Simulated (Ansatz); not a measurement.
NbRu3, DFT, LDA, all-electron PAW with datasets made for the crystal, scalar-relativistic (Ansatz 0.2.0), run on 1 thread of Arm Neoverse V1 on a shared host.

The cell comes from COD entry 2310239, which wasn't checked; take it as a given geometry. The listed cell was then made from it by scaling, straining or moving an atom.

Command: `ansatz run input.yaml --threads 1 --pin off --max-ram 4096MiB --backend cpu --events-out ev --progress --plain --runs-dir out`

```yaml
crystal:
  lattice:
    - [3.88, -0.0388, -0.0388]
    - [-0.0388, 3.88, -0.0388]
    - [-0.0388, -0.0388, 3.88]
  atoms:
    - { symbol: Nb, position: [0.0, 0.0, 0.0] }
    - { symbol: Ru, position: [0.0, 0.5, 0.5] }
    - { symbol: Ru, position: [0.5, 0.0, 0.5] }
    - { symbol: Ru, position: [0.5, 0.5, 0.0] }
kpoints:
  mp_grid: { grid: [9, 9, 9] }
scf:
  occupations: { method: fermi_dirac, width: 0.05 }
hamiltonian:
  xc: lda
  pseudopotentials: { kind: all_electron, datasets: crystal }
output:
  forces: true
  stress: true
  eigenvalues: true
  efg: { contact_densities: true }
```

Question: How large is the problem that the program sets up?

Answer: 85 irreducible k-points, 551 plane waves at Γ, 41 bands.

Question: Estimate the wall time and the peak memory.

Answer: 53 s of wall time for 11 SCF iterations, with a peak of 1 GiB. Times on shared machines scatter by tens of per cent.

Question: And the same cell and mesh by PAW (frozen-core files), asked for forces, stress, eigenvalues, efg, on the same hardware?

Answer: 10 s, peak memory 0.45 GiB.
